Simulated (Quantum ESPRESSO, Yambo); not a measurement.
RbCl (CsCl type, space group Pm-3m, No. 221) under isotropic strain (on all lattice vectors), counted from the cell relaxed with PBEsol, atoms relaxed at each step. PBEsol (Quantum ESPRESSO, PseudoDojo norm-conserving, 58 Ry, no spin-orbit coupling); G0W0 in Yambo (4×4×4 Γ-centred k mesh, 134 bands and a 10 Ry block in the screening, 134 bands in G with the Bruneval-Gonze terminator, plasmon pole fitted at 27.2 eV).

| strain s (%) | PBEsol direct gap at Γ (eV) | G0W0 direct gap at Γ (eV) |
|---|---|---|
| -3 | ? | ? |
| -1.5 | 5.239 | 8.151 |
| -0.7 | 5.126 | 8.043 |
| 0 | 5.031 | 7.955 |
| +1 | 4.902 | 7.823 |
| +2 | 4.780 | 7.689 |

Problem. Fit a parabola in s to each column by least squares and predict the withheld row.

Solution. PBEsol: E = 5.031 − 0.1330 s + 0.0037 s² (largest residual 1 meV), giving 5.463 eV at s = -3; the run gave 5.466 eV, a miss of 3 meV. G0W0: E = 7.954 − 0.1313 s − 0.0004 s² (largest residual 3 meV), giving 8.344 eV at s = -3; the run gave 8.366 eV, a miss of 22 meV. The withheld row lies outside the fitted range, so this is an extrapolation. The GW settings are held fixed; their convergence isn't established. The screening block changes size along the series (203 vectors at -3 %, 251 vectors at -1.5 %, 251 vectors at -0.7 %, 251 vectors at +0 %, 251 vectors at +1 %, 257 vectors at +2 %), which puts steps into the G0W0 values. 

This is not the ordinary phase of the substance.
